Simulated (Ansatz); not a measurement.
AlN:
```cif
data_Al4N4
_chemical_formula_sum 'Al4 N4'
_space_group_name_H-M_alt 'P63mc'
_space_group_IT_number 186
_space_group_name_Hall 'P 6c -2c'
_cell_length_a 3.12080
_cell_length_b 3.12080
_cell_length_c 10.11172
_cell_angle_alpha 90.000
_cell_angle_beta 90.000
_cell_angle_gamma 120.000
loop_
_atom_site_label
_atom_site_type_symbol
_atom_site_symmetry_multiplicity
_atom_site_Wyckoff_symbol
_atom_site_fract_x
_atom_site_fract_y
_atom_site_fract_z
_atom_site_occupancy
Al1 Al 2 a 0.00000 0.00000 0.00141 1
Al2 Al 2 b 0.33333 0.66667 0.25033 1
N1 N 2 a 0.00000 0.00000 0.31194 1
N2 N 2 b 0.33333 0.66667 0.06195 1
```

Relaxed with PBE.

Problem. Decompose the optical modes at the zone centre into irreducible representations, and say which are infrared and Raman allowed.

Solution. Point group 6mm: Γ_opt = 3A1 + 4B1 + 3E1 + 4E2. Infrared: A1, E1. Raman: A1, E1, E2.

Problem. Assign frequencies (DFPT, PBE in the plane-wave PAW code Ansatz; without the LO–TO term).

Solution. E2 163, E2 171, E1 231, B1 345, B1 354, A1 548, A1 619, E1 629, E2 632, E2 638, E1 641, A1 707, B1 803, B1 813 cm⁻¹.

Subscripts of B labels follow the axes of the standard setting.

Space group P6_3mc. The cell is a constructed one: a structure type filled with these elements. Its sites differ from those of the usual phase in this space group: another stacking or structure type. The PBE relaxation kept the symmetry of its start; phonons on a q-mesh show no instability.

Potentials: the later of the program's two PAW sets.
